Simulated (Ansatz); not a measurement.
# Structure relaxation, Mg

The start is a relaxed Mg cell, doubled along one cell vector, shaken by Gaussian noise of σ = 0.08 Å a coordinate. A full variable-cell relaxation at zero pressure is run with r2SCAN (plane waves to 500 eV, PAW, scalar-relativistic; Ansatz, an electronic-structure program). The first steps use a coarse 13×13×7 k-mesh.

Starting cell:
```
CELL_PARAMETERS angstrom
     -1.78013     1.78013     1.78013
      1.78013    -1.78013     1.78013
      3.56026     3.56026    -3.56026
ATOMIC_POSITIONS crystal
  Mg 0.95200 0.96218 0.98716
  Mg 0.01534 0.99598 0.49071
```

Task: Which atoms feel the largest initial force, and how large is it?

Result: 0.28 eV/Å, on Mg1, Mg2 (atoms numbered as listed).

Task: By how much does the energy per atom fall from start to end?

Result: 0.04 eV/atom.

Task: Is the parent structure recovered?

Result: It does not go back: it reaches P6₃/mmc (No. 194), hcp (Mg type), 0.03 eV/atom below the parent.

Task: Give the final cell and atomic positions.

Result: 
```cif
data_Mg2
_chemical_formula_sum 'Mg2'
_space_group_name_H-M_alt 'P63/mmc'
_space_group_IT_number 194
_space_group_name_Hall '-P 6c 2c'
_cell_length_a 3.17453
_cell_length_b 3.17453
_cell_length_c 5.18512
_cell_angle_alpha 90.000
_cell_angle_beta 90.000
_cell_angle_gamma 120.000
loop_
_atom_site_label
_atom_site_type_symbol
_atom_site_symmetry_multiplicity
_atom_site_Wyckoff_symbol
_atom_site_fract_x
_atom_site_fract_y
_atom_site_fract_z
_atom_site_occupancy
Mg1 Mg 2 c 0.33333 0.66667 0.25000 1
```

Final values are on a 17×17×9 k-mesh of the relaxed cell. No spin polarisation in the result.

The run could not lose the symmetry of its start.

Of the parent cell (Im-3m (No. 229)): it is a generated cell of Mg: the first start was made by placing the elements on the sites of a structure type, and the end was not matched to a known phase here, so it may be hypothetical. Known forms of Mg include space group No. 194.
